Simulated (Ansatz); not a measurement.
Input and command of a calculation in Ansatz (plane waves; scalar-relativistic PAW potentials unless the input names others):

```yaml
crystal:
  lattice:
    - [0.0, 5.9553460791, 5.9553460791]
    - [5.9553460791, 0.0, 5.9553460791]
    - [5.9553460791, 5.9553460791, 0.0]
  atoms:
    - { symbol: Pt, position: [0.0, 0.0, 0.0] }
    - { symbol: Pt, position: [0.0, 0.0, 0.3333333333] }
    - { symbol: Pt, position: [0.0, 0.0, 0.6666666667] }
    - { symbol: Pt, position: [0.0, 0.3333333333, 0.0] }
    - { symbol: Pt, position: [0.0, 0.3333333333, 0.3333333333] }
    - { symbol: Pt, position: [0.0, 0.3333333333, 0.6666666667] }
    - { symbol: Pt, position: [0.0, 0.6666666667, 0.0] }
    - { symbol: Pt, position: [0.0, 0.6666666667, 0.3333333333] }
    - { symbol: Pt, position: [0.0, 0.6666666667, 0.6666666667] }
    - { symbol: Pt, position: [0.3333333333, 0.0, 0.0] }
    - { symbol: Pt, position: [0.3333333333, 0.0, 0.3333333333] }
    - { symbol: Pt, position: [0.3333333333, 0.0, 0.6666666667] }
    - { symbol: Pt, position: [0.3333333333, 0.3333333333, 0.0] }
    - { symbol: Pt, position: [0.3333333333, 0.3333333333, 0.3333333333] }
    - { symbol: Pt, position: [0.3333333333, 0.3333333333, 0.6666666667] }
    - { symbol: Pt, position: [0.3333333333, 0.6666666667, 0.0] }
    - { symbol: Pt, position: [0.3333333333, 0.6666666667, 0.3333333333] }
    - { symbol: Pt, position: [0.3333333333, 0.6666666667, 0.6666666667] }
    - { symbol: Pt, position: [0.6666666667, 0.0, 0.0] }
    - { symbol: Pt, position: [0.6666666667, 0.0, 0.3333333333] }
    - { symbol: Pt, position: [0.6666666667, 0.0, 0.6666666667] }
    - { symbol: Pt, position: [0.6666666667, 0.3333333333, 0.0] }
    - { symbol: Pt, position: [0.6666666667, 0.3333333333, 0.3333333333] }
    - { symbol: Pt, position: [0.6666666667, 0.3333333333, 0.6666666667] }
    - { symbol: Pt, position: [0.6666666667, 0.6666666667, 0.0] }
    - { symbol: Pt, position: [0.6666666667, 0.6666666667, 0.3333333333] }
    - { symbol: Pt, position: [0.6666666667, 0.6666666667, 0.6666666667] }
basis:
  ecutwfc: 420
  xc_grid: 2
kpoints:
  mp_grid: { grid: [4, 4, 4], shift: [0.0, 0.0, 0.0] }
hamiltonian:
  xc: pbe
  hubbard: { sites: [{ species: Pt, l: d, u_eff: 20.0 }] }
scf:
  occupations: { method: gaussian, width: 0.1 }
  max_iter: 100
output:
  forces: true
  eigenvalues: true
  stress: true
```

```bash
ansatz run input.yaml --threads 4 --pin off --max-ram 8192MiB --backend cpu --events-out ev --progress --plain --runs-dir out
```

Abridged log:
```
Basis set: ecut = 420 eV, 8363 PW (Γ), exchange–correlation on 120×120×120 points (8 copies of the dense FFT grid, shifted against one another)
Bands: 292, of which v1, the nominal top of the filled ones, is band 243 counted from 1 (242 counted from 0)
Symmetry: 1296 space group operations
k-points: 8 of 64
SCF iter   1: F=—  HF=-337936.180952 eV  |F-HF|=—  |Δ(HF+E_count)|=         —  Δρ=2.83e-2  dr2=2.60e0  ethr=5.39e-4  ⟨swp⟩=2.2  Hψ=9622  notcnv=0
SCF iter   2: F=—  HF=-337943.184075 eV  |F-HF|=—  |Δ(HF+E_count)|=    7.00e0  Δρ=1.95e-2  dr2=1.37e0  ethr=5.36e-4  ⟨swp⟩=3.0  Hψ=4163  notcnv=0
SCF iter   3: F=—  HF=-337945.808250 eV  |F-HF|=—  |Δ(HF+E_count)|=    2.62e0  Δρ=5.33e-3  dr2=7.66e-2  ethr=2.82e-4  ⟨swp⟩=2.0  Hψ=4040  notcnv=0  defer=329
SCF iter   4: F=—  HF=-337945.830070 eV  |F-HF|=—  |Δ(HF+E_count)|=   2.18e-2  Δρ=9.44e-4  dr2=3.98e-3  ethr=1.58e-5  ⟨swp⟩=2.0  Hψ=2787  notcnv=0  defer=329
SCF iter   5: F=—  HF=-337945.831885 eV  |F-HF|=—  |Δ(HF+E_count)|=   1.81e-3  Δρ=3.63e-4  dr2=3.70e-4  ethr=8.19e-7  ⟨swp⟩=2.4  Hψ=3081  notcnv=0  defer=329
SCF iter   6: F=—  HF=-337945.832140 eV  |F-HF|=—  |Δ(HF+E_count)|=   2.55e-4  Δρ=7.15e-5  dr2=1.34e-5  ethr=7.61e-8  ⟨swp⟩=2.0  Hψ=2946  notcnv=0  defer=329
SCF iter   7: F=—  HF=-337945.833631 eV  |F-HF|=—  |Δ(HF+E_count)|=   1.49e-3  Δρ=1.43e-5  dr2=5.79e-7  ethr=2.77e-9  ⟨swp⟩=2.0  Hψ=2913  notcnv=0  defer=329
SCF iter   8: F=-337945.833632 eV  HF=-337945.833632 eV  |F-HF|=7.74e-9  |Δ(HF+E_count)|=   4.80e-7  Δρ=4.35e-6  dr2=5.60e-8  ethr=2.06e-11  ⟨swp⟩=8.5  Hψ=9163  notcnv=0
SCF 1 converged in 8 iterations: F = -337945.833632 eV  dr2 = 5.60e-8
SCF converged after 8 iterations
Free energy (F): -337945.833632 eV
Harris-Foulkes:  -337945.833632 eV  (|F-HF|=7.74e-9)
Internal energy: -337945.708266 eV  (E = F + TS)
E sigma→0 (E₀):  -337945.770949 eV
Entropy (-TS):   -0.125366 eV (-4.643 meV/atom)
Fermi energy:    15.119224 eV
--- Forces (eV/Å), atoms counted from 1 ---
  atom   1  Pt     0.00000000     0.00000000     0.00000000
  atom   2  Pt     0.00000000     0.00000000     0.00000000
  atom   3  Pt     0.00000000     0.00000000     0.00000000
  atom   4  Pt     0.00000000     0.00000000     0.00000000
  atom   5  Pt     0.00000000     0.00000000     0.00000000
  atom   6  Pt     0.00000000     0.00000000     0.00000000
  atom   7  Pt     0.00000000     0.00000000     0.00000000
  atom   8  Pt     0.00000000     0.00000000     0.00000000
  atom   9  Pt     0.00000000     0.00000000     0.00000000
  atom  10  Pt     0.00000000     0.00000000     0.00000000
  atom  11  Pt     0.00000000     0.00000000     0.00000000
  atom  12  Pt     0.00000000     0.00000000     0.00000000
  atom  13  Pt     0.00000000     0.00000000     0.00000000
  atom  14  Pt     0.00000000     0.00000000     0.00000000
  atom  15  Pt     0.00000000     0.00000000     0.00000000
  atom  16  Pt     0.00000000     0.00000000     0.00000000
  atom  17  Pt     0.00000000     0.00000000     0.00000000
  atom  18  Pt     0.00000000     0.00000000     0.00000000
  atom  19  Pt     0.00000000     0.00000000     0.00000000
  atom  20  Pt     0.00000000     0.00000000     0.00000000
  atom  21  Pt     0.00000000     0.00000000     0.00000000
  atom  22  Pt     0.00000000     0.00000000     0.00000000
  atom  23  Pt     0.00000000     0.00000000     0.00000000
  atom  24  Pt     0.00000000     0.00000000     0.00000000
  atom  25  Pt     0.00000000     0.00000000     0.00000000
  atom  26  Pt     0.00000000     0.00000000     0.00000000
  atom  27  Pt     0.00000000     0.00000000     0.00000000
--- Stress (GPa, compression-positive) ---
       33.587800       0.000000       0.000000
        0.000000      33.587800       0.000000
        0.000000       0.000000      33.587800
  P = ⅓ Tr σ = 33.5878 GPa (335.878 kbar)
Occupation matrices written to <dir>
```

**Question.** What is wrong with this input?

**Answer.** The fault is an enormous or negative U (hamiltonian.hubbard: not typed → {"sites": [{"species": "Pt", "l": "d", "u_eff": 20.0}]}, the first being the value of the sound run). Setting it back cures it. The run converged all the same, with an energy at zero smearing 6.5 eV/atom above the reference's (the Hamiltonian itself differs), pressure 33.59 GPa, largest force 0.000 eV/Å, no gap on the mesh, so convergence alone doesn't show that an input is right. A reference run from the same start on usual settings converged with pressure 0.11 GPa, largest force 0.000 eV/Å, no gap on the mesh.

It took 51 s on 4 threads of AMD EPYC (Zen 3), with other jobs on the host, peak memory 3 GiB.